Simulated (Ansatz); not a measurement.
Ge:
```
Ge
1.0
    0.00000     7.60137     7.60137
    7.60137     0.00000     7.60137
    7.60137     7.60137     0.00000
Ge
34
Direct
  0.00000   0.00000   0.00000
  0.25000   0.25000   0.25000
  0.97415   0.34195   0.34195
  0.90805   0.90805   0.27585
  0.34195   0.97415   0.34195
  0.90805   0.90805   0.90805
  0.34195   0.34195   0.34195
  0.90805   0.27585   0.90805
  0.34195   0.34195   0.97415
  0.27585   0.90805   0.90805
  0.88942   0.49544   0.49544
  0.13029   0.75456   0.36058
  0.49544   0.88942   0.11971
  0.75456   0.13029   0.75456
  0.11971   0.49544   0.49544
  0.75456   0.36058   0.75456
  0.49544   0.11971   0.88942
  0.36058   0.75456   0.13029
  0.49544   0.88942   0.49544
  0.36058   0.13029   0.75456
  0.11971   0.49544   0.88942
  0.75456   0.75456   0.13029
  0.49544   0.11971   0.49544
  0.75456   0.75456   0.36058
  0.88942   0.49544   0.11971
  0.13029   0.36058   0.75456
  0.49544   0.49544   0.88942
  0.75456   0.36058   0.13029
  0.88942   0.11971   0.49544
  0.13029   0.75456   0.75456
  0.49544   0.49544   0.11971
  0.36058   0.75456   0.75456
  0.11971   0.88942   0.49544
  0.75456   0.13029   0.36058
```

Relaxed with r²SCAN+D4.

**Question.** Which orbitals make up the states near the band edges in plane-wave PAW r²SCAN+D4 (Ansatz code)?

**Answer.** Top 1 eV of the valence band: Ge 4p 97 %. Bottom 1 eV of the conduction band: Ge 4p 56 %, Ge 4s 38 %, outside the projected shells 6 %. Projections are on Löwdin-orthogonalised atomic valence shells; empty p or d shells of many metals are not among them.

**Question.** Tabulate the density of states.

**Answer.** States/eV per cell of 34 atoms, in 0.25 eV bins, energy from the valence-band maximum.

| E (eV) | total | Ge 4p | Ge 4s | Ge 3d |
|---|---|---|---|---|
| -7.86 | 8.50 | 2.91 | 5.53 | 0.02 |
| -7.61 | 4.79 | 1.68 | 3.09 | 0.01 |
| -7.36 | 8.97 | 3.20 | 5.72 | 0.02 |
| -7.11 | 8.57 | 3.08 | 5.44 | 0.02 |
| -6.86 | 3.53 | 1.33 | 2.18 | 0.01 |
| -6.61 | 2.69 | 1.06 | 1.61 | 0.00 |
| -6.36 | 0.49 | 0.22 | 0.27 | 0.00 |
| -6.11 | 6.37 | 3.07 | 3.25 | 0.01 |
| -5.86 | 1.84 | 0.92 | 0.90 | 0.00 |
| -5.61 | 29.26 | 16.88 | 12.02 | 0.03 |
| -5.36 | 9.69 | 5.63 | 3.94 | 0.01 |
| -5.11 | 7.88 | 4.60 | 3.19 | 0.01 |
| -4.86 | 13.63 | 7.92 | 5.56 | 0.02 |
| -4.61 | 15.47 | 8.81 | 6.52 | 0.02 |
| -4.36 | 3.38 | 1.83 | 1.53 | 0.00 |
| -4.11 | 0.00 | 0.00 | 0.00 | 0.00 |
| -3.86 | 0.00 | 0.00 | 0.00 | 0.00 |
| -3.61 | 0.00 | 0.00 | 0.00 | 0.00 |
| -3.36 | 2.07 | 1.99 | 0.05 | 0.00 |
| -3.11 | 14.02 | 13.31 | 0.57 | 0.01 |
| -2.86 | 4.52 | 4.34 | 0.14 | 0.01 |
| -2.61 | 25.18 | 23.68 | 1.23 | 0.03 |
| -2.36 | 19.84 | 18.55 | 1.09 | 0.02 |
| -2.11 | 26.65 | 24.83 | 1.58 | 0.03 |
| -1.86 | 19.93 | 18.70 | 1.07 | 0.03 |
| -1.61 | 27.12 | 25.21 | 1.70 | 0.04 |
| -1.36 | 20.36 | 18.86 | 1.34 | 0.03 |
| -1.11 | 18.34 | 17.17 | 1.03 | 0.02 |
| -0.86 | 20.93 | 19.76 | 1.01 | 0.03 |
| -0.61 | 27.37 | 26.41 | 0.76 | 0.04 |
| -0.36 | 32.76 | 32.07 | 0.46 | 0.05 |
| -0.11 | 12.90 | 12.73 | 0.08 | 0.02 |
| 0.14 | 0.00 | 0.00 | 0.00 | 0.00 |
| 0.39 | 0.00 | 0.00 | 0.00 | 0.00 |
| 0.64 | 0.00 | 0.00 | 0.00 | 0.00 |
| 0.89 | 0.00 | 0.00 | 0.00 | 0.00 |
| 1.14 | 0.08 | 0.03 | 0.05 | 0.00 |
| 1.39 | 1.32 | 0.54 | 0.70 | 0.00 |
| 1.64 | 3.96 | 1.87 | 1.87 | 0.00 |
| 1.89 | 6.44 | 3.68 | 2.36 | 0.01 |
| 2.14 | 10.19 | 6.70 | 2.82 | 0.01 |
| 2.39 | 13.82 | 9.30 | 3.57 | 0.02 |
| 2.64 | 14.90 | 9.66 | 4.13 | 0.02 |
| 2.89 | 14.62 | 9.47 | 3.87 | 0.02 |
| 3.14 | 22.00 | 14.35 | 5.75 | 0.02 |
| 3.39 | 17.02 | 10.76 | 4.67 | 0.02 |
| 3.64 | 21.01 | 13.99 | 4.91 | 0.02 |
| 3.89 | 23.49 | 16.16 | 4.87 | 0.02 |
| 4.14 | 21.81 | 14.73 | 4.54 | 0.02 |
| 4.39 | 21.00 | 15.21 | 3.43 | 0.02 |
| 4.64 | 21.96 | 15.29 | 3.83 | 0.02 |
| 4.89 | 22.82 | 16.37 | 3.35 | 0.02 |
| 5.14 | 23.80 | 17.08 | 3.41 | 0.02 |
| 5.39 | 18.37 | 13.01 | 2.61 | 0.02 |

Space group Fd-3m. The workflow started from a Materials Project entry (that database holds measured and hypothetical structures alike). Its sites differ from those of the usual phase in this space group: another stacking or structure type. The cell was relaxed with r²SCAN+D4 under the symmetry of its start; whether a distortion lowers the energy is not shown. Scalar-relativistic: spin–orbit coupling is off unless named, which matters more the heavier the elements.

Potentials: the later of the program's two PAW sets.
